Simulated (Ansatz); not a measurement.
ZrMo:
```
CELL_PARAMETERS angstrom
      1.59090    -5.94470     0.00000
      1.59090     5.94470     0.00000
      0.00000     0.00000     4.02393
ATOMIC_POSITIONS crystal
  Zr 0.66947 0.33053 0.25000
  Mo 0.94055 0.05945 0.25000
  Zr 0.33053 0.66947 0.75000
  Mo 0.05945 0.94055 0.75000
```

Relaxed with PBEsol. Special points in fractions of this cell's reciprocal vectors: Γ (0.000, 0.000, 0.000); Y (-0.500, 0.500, 0.000); C0 (-0.268, 0.732, 0.000); Σ0 (0.268, 0.268, 0.000); Z (0.000, 0.000, 0.500); A0 (0.268, 0.268, 0.500); E0 (-0.268, 0.732, 0.500); T (-0.500, 0.500, 0.500); S (0.000, 0.500, 0.000); R (0.000, 0.500, 0.500).

Problem. List the band energies nearest the Fermi level at these points for the program Ansatz at the PBEsol level (PAW).

Solution. In eV from the Fermi level; about four levels below and three above (degenerate sets whole), none deeper than 8.9 eV; points with the same levels are listed once.

```tsv
k	below	above
Γ	-2.03 -2.02 -1.54 -1.21	0.16 0.21 0.22
Y	-1.99 -1.42 -1.34 -0.04	0.12 0.19 0.44
C0	-2.60 -2.12 -1.75 0.00	0.26 0.61 0.86
Z	-1.13 -1.13 -0.48 -0.48	0.59 0.59 1.30 1.30
A0	-0.87 -0.87 -0.48 -0.48	1.04 1.04 1.55 1.55
T	-1.44 -1.44 -1.28 -1.28	0.19 0.19 1.13 1.13
S	-2.67 -1.84 -1.56 -0.34	0.12 0.74 1.01
R	-0.73 -0.73 -0.50 -0.50	1.00 1.00 1.72 1.72
```

Space group Cmcm. The start of the workflow was typed in or built on a structure type; neither database checked (COD, Materials Project) lists it. Whether it is the stable phase at ambient conditions was not checked. The PBEsol relaxation kept the symmetry of its start; its stability against distortions is not shown here. The run is not spin-polarised. Its formation energy is positive at this level, so the cell may be metastable or incomplete. Scalar-relativistic: spin–orbit coupling is off unless named, which matters more the heavier the elements.

Potentials: the earlier of the program's two PAW sets. The files were generated under PBE; for other functionals the program regenerates the frozen cores, and for LDA and PBEsol the local potential too.
